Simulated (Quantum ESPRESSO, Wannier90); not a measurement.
Wannier functions of PbSe (rock salt)

```
PbSe
1.0
    0.00000     3.09083     3.09083
    3.09083     0.00000     3.09083
    3.09083     3.09083     0.00000
Pb Se
1 1
Direct
  0.00000   0.00000   0.00000
  0.50000   0.50000   0.50000
```

Structure: Materials Project mp-2201, symmetrised, not relaxed again. COD (Crystallography Open Database) has an entry of this formula and space group (matched by these alone). Computed values, not measurements, from PBE: Quantum ESPRESSO (norm-conserving PseudoDojo potentials, cutoff 69 Ry, no spin polarisation, no spin-orbit coupling) on a Γ-centred 10×10×10 mesh, then Wannier90. Density: 10×10×10 mesh, cold smearing 0.01 Ry. Spin-orbit coupling is left out although heavy elements are present.

The plane-wave run has 25 bands and 30 electrons a cell. On the energy scale of pw.x, whose zero is arbitrary, the valence-band maximum lies at 8.99 eV.

Isolated groups of bands, relative to the valence-band maximum (bands from 16 on overlap up to the last one computed):

```csv
bands,from (eV),to (eV),filling,weight on atomic waves
1–5,-47.16,-47.15,filled,Se 3d 100 %
6–10,-16.85,-16.71,filled,Pb 5d 100 %
11,-13.33,-11.97,filled,"Se 4s 80 %, Pb 6p 13 %, Pb 6s 5 %"
12,-8.62,-6.33,filled,"Pb 6s 76 %, Se 4p 16 %, Se 4s 7 %"
13–15,-4.71,0.00,filled,"Se 4p 70 %, Pb 6p 23 %, Pb 6s 5 %"
```

Input w.win, without the blocks of cell, atoms and k-points (1000 lines):

```
num_bands = 15
num_wann = 8
exclude_bands = 1-10
num_iter = 800
conv_tol = 1.0e-6
conv_window = 4
dis_num_iter = 1000
dis_conv_tol = 1.0e-6
dis_froz_max = 14.32
write_hr = true
write_u_matrices = true
begin projections
Pb: s;p
Se: s;p
end projections
mp_grid = 10 10 10
```

wannier90.x stops with:
```
dis_windows: More states in the frozen window than target WFs
```
At some k-point more bands lie below dis_froz_max than there are Wannier functions, and every frozen state has to fit into the subspace. Mended as below, all else unchanged, the run goes through (Ω_I = 11.7 Å²) and follows the plane-wave bands to 1.4 meV rms (states up to 1.4 eV relative to the valence-band maximum).
```
dis_froz_max = 10.88
```
